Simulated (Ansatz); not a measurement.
ZnCdS$_{2}$:
```yaml
crystal:
  lattice:
    - [3.88306, 0.00000, 0.00000]
    - [0.00000, 3.88306, 0.00000]
    - [0.00000, 0.00000, 5.58922]
  atoms:
    - { symbol: Zn, position: [0.00000, 0.00000, 0.50000] }
    - { symbol: Cd, position: [0.50000, 0.50000, 0.00000] }
    - { symbol: S, position: [0.50000, 0.00000, 0.27556] }
    - { symbol: S, position: [0.00000, 0.50000, 0.72444] }
```

x, y and z are the axes in which the lattice vectors are written.

**Question.** Give the high-frequency dielectric tensor and the Born effective charge tensors of the independent atoms from DFPT, LDA in the plane-wave PAW code Ansatz.

**Answer.** 
ε∞:
```
6.39  0.00  0.00
0.00  6.39  0.00
0.00  0.00  6.47
```
Z* of atom 1 (Zn), rows: field, columns: displacement, in e:
```
2.06  0.00  0.00
0.00  2.06  0.00
0.00  0.00  1.81
```
Z* of atom 2 (Cd), rows: field, columns: displacement, in e:
```
2.00  0.00  0.00
0.00  2.00  0.00
0.00  0.00  2.23
```
Z* of atom 3 (S), rows: field, columns: displacement, in e:
```
-2.13   0.00   0.00
 0.00  -1.93   0.00
 0.00   0.00  -2.02
```

Space group P-4m2. The first step of the workflow began from a Materials Project structure, measured or hypothetical; the Crystallography Open Database copy checked does not list it. Its standing as an ambient phase is unchecked. The cell was relaxed with LDA under the symmetry of its start; its stability against distortions is not shown here. Spin–orbit coupling is left out wherever it is not named.

Potentials: the later of the program's two PAW sets.
